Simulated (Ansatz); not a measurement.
SnGe:
Space group Fm-3m (No. 225); a = b = c = 5.802 Å, α = β = γ = 90.00°

```csv
atom,site,symmetry,x,y,z
Ge,4a,m-3m,0.0000,0.0000,0.0000
Sn,4b,m-3m,0.5000,0.5000,0.5000
```
(The calculation used a cell of 2 atoms; values per cell refer to that cell.)

Relaxed with PBE.

Q: Decompose the optical modes at the zone centre into irreducible representations, and say which are infrared and Raman allowed.

A: Point group m-3m: Γ_opt = T1u. Infrared: T1u. Raman: none.

Q: Assign frequencies (DFPT, PBE (plane waves, PAW; program Ansatz)).

A: T1u 125 cm⁻¹.

The cell is a constructed one: a structure type filled with these elements; neither database checked (COD, Materials Project) lists it. Whether it is the stable phase at ambient conditions was not checked. The PBE relaxation kept the symmetry of its start; of distortions, only those at the zone centre were tested. As this level gives no gap, phonon frequencies hold no LO–TO term and depend on the k-mesh and smearing (Fermi–Dirac, 0.1 eV here). Spin–orbit coupling is left out wherever it is not named.

Potentials: the later of the program's two PAW sets.
